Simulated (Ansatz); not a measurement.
A 12-atom cell of ZrSi3O8 built on tetragonal HfO2 (relaxed group Pmm2) (it has left that coordination) was relaxed with 3 functionals in the PAW code Ansatz, cell and atoms free, the symmetry of the start kept (meshes: PBE 8×4×6, r2SCAN 6×4×4, PBEsol 6×4×4). Spin-unpolarised throughout. Whether this structure exists isn't addressed.

The PBEsol result:
Space group Pmm2 (No. 25). a = 3.517 Å, b = 5.776 Å, c = 5.735 Å, α = 90.00°, β = 90.00°, γ = 90.00°
```csv
atom,site,symmetry,x,y,z
Si,2g,m..,0.0000,0.7533,0.0614
Si,1c,mm2,0.5000,0.0000,0.4161
O,2h,m..,0.5000,0.7948,0.6164
O,2h,m..,0.5000,0.7670,0.1600
O,1a,mm2,0.0000,0.0000,0.3325
O,1a,mm2,0.0000,0.0000,0.9105
Zr,1d,mm2,0.5000,0.5000,0.4758
O,1b,mm2,0.0000,0.5000,0.2978
O,1b,mm2,0.0000,0.5000,0.8917
```

Space group Pmm2 (No. 25), orthorhombic; a = 3.517 Å, b = 5.776 Å, c = 5.735 Å in the conventional setting, 9.71 Å³ an atom. Around Si lie 6 O at 1.67–2.11 Å; around Si lie 6 O at 1.65–1.99 Å; around O lie 1 Si at 1.65 Å and 1 Zr at 1.88 Å; around O lie 3 Si at 1.85–1.99 Å and 1 Zr at 2.38 Å; around O lie 4 Si at 1.82–2.11 Å; around O lie 2 Si at 1.67 Å; around Zr lie 6 O at 1.88–2.38 Å; around O lie 2 Si at 1.99 Å and 2 Zr at 2.03 Å (further sites aren't listed).

(1) How does the cell change with r2SCAN?

(2) What lattice does PBE give?

(3) Held at the r2SCAN cell, what mean stress does PBE find, and does its sign point to its own minimum?

## Answers

(1) a = 3.470 Å, b = 5.814 Å, c = 5.746 Å; the volume differs by -0.5 % from PBEsol's. Around Si lie 6 O at 1.66–2.15 Å; around Si lie 6 O at 1.64–2.04 Å; around O lie 1 Si at 1.64 Å and 1 Zr at 1.89 Å (further sites aren't listed).

(2) a = 3.552 Å, b = 5.772 Å, c = 6.357 Å; the volume differs by +11.9 % from PBEsol's. Around Si lie 6 O at 1.68–2.13 Å; around Si lie 6 O at 1.66–2.02 Å; around O lie 1 Si at 1.66 Å and 1 Zr at 1.90 Å (further sites aren't listed).

(3) Yes. PBE +6.86 GPa, and its relaxed volume is +12.5 % from r2SCAN's. Compression counts positive, so a positive stress asks for a larger cell.
